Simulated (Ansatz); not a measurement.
SnPt in space group P6/mmm (No. 191; Pt on 3f, Sn on 1a, Sn on 2d) under volume change, PBE (plane waves, PAW; program Ansatz), shape and atoms relaxed at each volume.

```csv
V (Å³/atom),E − E(relaxed) (meV/atom),P (GPa)
19.662,74.1,13.56
20.310,30.6,8.12
20.959,7.1,3.65
21.607,0.0,0.00
22.255,6.2,-2.98
22.903,23.4,-5.43
23.551,49.5,-7.41
```

Q: What does a third-order Birch–Murnaghan fit give for V₀, B₀ and B′?

A: V₀ = 21.61 Å³/atom, B₀ = 110 GPa, B′ = 5.7.

The cell is a constructed one: a structure type filled with these elements; neither database checked (COD, Materials Project) lists it. COD files the formula under space group No. 194, so this cell is another polymorph or a model. Its standing as an ambient phase is unchecked. Symmetry was held in the PBE relaxation; whether a distortion lowers the energy is not shown. No spin polarisation was allowed. Scalar-relativistic: spin–orbit coupling is off unless named, which matters more the heavier the elements.

Potentials: the earlier of the program's two PAW sets.
